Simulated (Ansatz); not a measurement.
The cell is COD entry 1537613, as deposited and not checked against the literature; nothing was relaxed. The listed cell was then made from it by scaling, straining or moving an atom.

LaSb: DFT, PBEsol, all-electron LAPW, scalar-relativistic (Ansatz 0.2.0). What sets it apart from a plain run of this crystal: volume scaled by 0.96.

Command: `ansatz run input.yaml --threads 1 --pin off --max-ram 3072MiB --backend cpu --events-out ev --progress --plain --runs-dir out` The run took 12 s on 1 thread of Arm Neoverse V2 (shared host), peak memory 0.35 GiB.

```yaml
crystal:
  lattice:
    - [0.0, 3.2011432725, 3.2011432725]
    - [3.2011432725, 0.0, 3.2011432725]
    - [3.2011432725, 3.2011432725, 0.0]
  atoms:
    - { symbol: La, position: [0.0, 0.0, 0.0] }
    - { symbol: Sb, position: [0.5, 0.5, 0.5] }
kpoints:
  mp_grid: { grid: [10, 10, 10] }
  band_path:
    path:
      - [0.0, 0.0, 0.0]
      - [0.5, 0.0, 0.5]
      - [0.625, 0.25, 0.625]
      - [0.375, 0.375, 0.75]
      - [0.0, 0.0, 0.0]
      - [0.5, 0.5, 0.5]
      - [0.5, 0.25, 0.75]
      - [0.5, 0.0, 0.5]
    npoints: 5
scf:
  occupations: { method: fermi_dirac, width: 0.05 }
hamiltonian:
  xc: pbesol
  pseudopotentials: { kind: all_electron, lapw: { basis_error: 0.001 } }
output:
  forces: true
  stress: true
  eigenvalues: true
```

Output (standing set-up lines are left out):

```
LAPW: plane waves up to 6.641 Å⁻¹, error target 1.0e-3 eV per atom; small_component_spin mean_spin; Sb in spheres of 1.634 Å, 23 of its electrons in bands, Dirac shells []; La in spheres of 1.567 Å, 29 of its electrons in bands, Dirac shells []
Crystal: 2 atoms, lattice volume = 65.606 Å³
Basis set: ecut = 168.01738474031814 eV, 331 PW (Γ), exchange–correlation at level 2
Space group: Fm-3m (ITA 225), of the structure as read, at distance tolerance 4.0e-5 Å
iter 1 solved again at ethr=5.32e-4 eV; its pass at ethr=1.00e-1 eV (dr2=2.77e-1 eV) is discarded
SCF iter   1: F=—  HF=-407313.776315 eV  |F-HF|=—  |Δ(HF+E_count)|=         —  Δρ=1.47e-2  dr2=2.76e-1  ethr=5.32e-4  ⟨swp⟩=2.0  Hψ=9532  notcnv=0
preconditioner: auto → none  [insulator: Δε(μ)=0.175 eV  Ē_g=10.802 eV  σ=0.050 eV  W_gap=0.54  n_scr=14 (ndim 8)  ℏωp=17.2 eV  f_vac=0.000  D(μ)=0.18/eV (n_scr^D=0)  ε∞_Penn≈3.5]
iter 2 solved again at ethr=4.31e-5 eV; its pass at ethr=5.32e-4 eV (dr2=2.24e-2 eV) is discarded
SCF iter   2: F=—  HF=-407313.727624 eV  |F-HF|=—  |Δ(HF+E_count)|=   4.87e-2  Δρ=5.09e-3  dr2=2.24e-2  ethr=4.31e-5  ⟨swp⟩=2.0  Hψ=7929  notcnv=0
SCF iter   3: F=—  HF=-407313.728149 eV  |F-HF|=—  |Δ(HF+E_count)|=   5.24e-4  Δρ=2.28e-3  dr2=7.50e-3  ethr=4.31e-5  ⟨swp⟩=2.1  Hψ=4875  notcnv=0
SCF iter   4: F=—  HF=-407313.726482 eV  |F-HF|=—  |Δ(HF+E_count)|=         —  Δρ=3.99e-4  dr2=7.85e-5  ethr=1.44e-5  ⟨swp⟩=2.0  Hψ=4834  notcnv=0
the basis was enlarged: its passes take 106.7 KiB over the memory plan, 1 of 1 planned eigensolver slots
SCF iter   5: F=—  HF=-407313.726523 eV  |F-HF|=—  |Δ(HF+E_count)|=   4.14e-5  Δρ=5.73e-5  dr2=1.49e-6  ethr=1.51e-7  ⟨swp⟩=3.0  Hψ=4943  notcnv=0
SCF iter   6: F=-407313.726526 eV  HF=-407313.726526 eV  |F-HF|=3.59e-8  |Δ(HF+E_count)|=   3.15e-6  Δρ=5.97e-6  dr2=1.74e-8  ethr=2.87e-9  ⟨swp⟩=3.0  Hψ=5059  notcnv=0
SCF 1 converged in 6 iterations: F = -407313.726526 eV  dr2 = 1.74e-8
NSCF: frozen V_eff on 36 k-points
SCF converged after 6 iterations
Free energy (F): -407313.726526 eV
Harris-Foulkes:  -407313.726526 eV  (|F-HF|=3.59e-8)
Internal energy: -407313.724413 eV  (E = F + TS)
E sigma→0 (E₀):  -407313.725469 eV
Entropy (-TS):   -0.002114 eV (-1.057 meV/atom)
Fermi energy:    12.937244 eV
--- Per-component energies (eV) ---
  E_band       = -3287.707036
  E_kinetic    = 432494.727127
  E_xc         = -10028.202614
  E_electrostatic = -829780.248926  (all electrons and nuclei)
  E_smearing   = -0.002114  (= −TS)
  E_closure    = 0.000000  (closes the sum)
  E_atoms      = -407301.357112  (free atoms, spherical and without spin; not in F)
  Σ components = -407313.726526   (vs F -407313.726526, Δ=0.00e0)
  Basis errors (estimates in eV, not in F): energy 3.7e-4 per atom: plane waves 3.3e-4 (1.8e-4 summed), levels above the bands 6.0e-22, relativity 6.5e-9, radial functions 4.3e-5, core shells 8.9e-11; eigenvalues (radial functions only) 1.3e-6; not estimated: angular momenta, meshes, grids; target (lapw.basis_error) 1.0e-3; muffin-tin radii Sb 1.634 Å, La 1.567 Å
--- Forces (eV/Å), atoms counted from 1 ---
  atom   1  La    -0.00000000    -0.00000000     0.00000000
  atom   2  Sb     0.00000000    -0.00000000    -0.00000000
  max |Σ_I F_I| component: 3.82e-31 eV/Å
--- Stress (GPa, compression-positive) ---
        1.439673       0.000000       0.000000
        0.000000       1.439673       0.000000
        0.000000       0.000000       1.439673
  P = ⅓ Tr σ = 1.4397 GPa (14.397 kbar)
--- Band table (eV; the first three rows and the last of 47) ---
  k-point 0: bands = ["-245.8528", "-179.5390", "-179.5390", "-179.5390", "-129.6974", "-83.6934", "-83.6934", "-83.6934", "-83.6712", "-83.6712", "-82.7235", "-82.7235", "-82.7235", "-19.3997", "-14.6756", "-14.6756", "-14.6435", "-14.6435", "-14.6435", "-3.0140", "-3.0140", "-3.0140", "3.8707", "13.1812", "13.1812", "13.1812", "14.2004", "14.2004", "14.2004", "14.9822", "14.9822", "14.9862"]
  k-point 1: bands = ["-245.8528", "-179.5390", "-179.5390", "-179.5390", "-129.6974", "-83.6934", "-83.6934", "-83.6934", "-83.6712", "-83.6712", "-82.7235", "-82.7235", "-82.7235", "-19.3975", "-14.6758", "-14.6758", "-14.6434", "-14.6433", "-14.6433", "-3.0571", "-3.0144", "-3.0144", "3.9910", "12.6040", "12.8171", "12.8171", "14.2633", "14.3318", "14.3318", "15.0989", "15.1318", "15.1318"]
  k-point 2: bands = ["-245.8528", "-179.5390", "-179.5390", "-179.5390", "-129.6974", "-83.6934", "-83.6934", "-83.6934", "-83.6712", "-83.6712", "-82.7235", "-82.7235", "-82.7235", "-19.3918", "-14.6764", "-14.6764", "-14.6432", "-14.6428", "-14.6428", "-3.1660", "-3.0155", "-3.0155", "4.3179", "11.5708", "12.2005", "12.2005", "14.3234", "14.6158", "14.6158", "15.2571", "15.2576", "15.2576"]
  k-point 46: bands = ["-245.8528", "-179.5390", "-179.5390", "-179.5390", "-129.6974", "-83.6934", "-83.6934", "-83.6934", "-83.6712", "-83.6712", "-82.7235", "-82.7235", "-82.7235", "-19.3738", "-14.6760", "-14.6668", "-14.6430", "-14.6414", "-14.6397", "-3.2478", "-3.1930", "-3.1466", "4.7621", "11.2530", "11.4906", "11.6449", "14.3771", "14.9506", "15.2298", "15.2509", "15.3004", "15.3791"]
```
